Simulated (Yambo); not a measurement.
Absorption of WS2 (space group R3m, No. 160) with and without the electron-hole interaction (Yambo, PBEsol bands; 6×6×6 mesh, 8 valence and 8 conduction bands, static screening with 68 bands and a 4 Ry block, scissor 0.61 eV, Tamm-Dancoff; field along x). Axes are Cartesian, with cell vectors (Å) (1.59, 0.92, 6.49), (-1.59, 0.92, 6.49), (0.00, -1.84, 6.49).

```csv
E (eV),"Im ε, BSE","Im ε, independent quasiparticles"
0.70,0.55,0.35
0.81,0.63,0.38
0.91,0.73,0.42
1.01,0.86,0.47
1.11,1.03,0.53
1.21,1.29,0.60
1.31,1.69,0.70
1.41,2.37,0.83
1.51,3.67,1.00
1.61,6.36,1.26
1.71,10.5,1.65
1.81,10.2,2.33
1.91,7.38,3.63
2.01,7.34,6.33
2.11,9.32,10.8
2.22,8.47,10.8
2.32,6.32,7.51
2.42,6.05,6.88
2.52,7.72,8.48
2.62,11.4,7.92
2.72,14.7,5.80
2.82,16.6,5.30
2.92,16.6,6.30
3.02,17.5,8.40
3.12,19.6,11.3
3.22,19.6,13.9
3.32,19.7,15.5
3.42,18.0,15.9
3.52,15.2,16.2
3.63,15.0,16.8
3.73,15.9,17.9
3.83,15.4,17.2
3.93,13.5,15.3
4.03,13.4,13.7
4.13,15.9,13.7
4.23,18.0,13.7
4.33,18.5,12.0
4.43,17.0,11.8
4.53,14.9,12.9
4.63,13.4,15.1
4.73,12.4,16.7
4.83,10.6,16.0
4.93,9.60,15.3
5.04,8.97,14.7
5.14,8.27,13.7
5.24,7.77,12.0
5.34,7.87,10.1
```

The scissor comes from a G0W0 run whose convergence isn't established. Broadening 0.15 eV. The band window holds all transitions up to 5.4 eV. Fine structure above the onset can come from the mesh.

Spin-orbit coupling is included.

Geometry of the Materials Project entry, not relaxed at this level; primitive cell a = 6.7453 Å, b = 6.7453 Å, c = 6.7453 Å, α = 27.31°, β = 27.31°, γ = 27.31°.

This is not the ordinary phase of the substance.

The distance between layers or molecules is the database entry's, not relaxed here. Functionals without dispersion can leave it too large, which widens gaps and weakens the response across layers: the numbers belong to this cell.
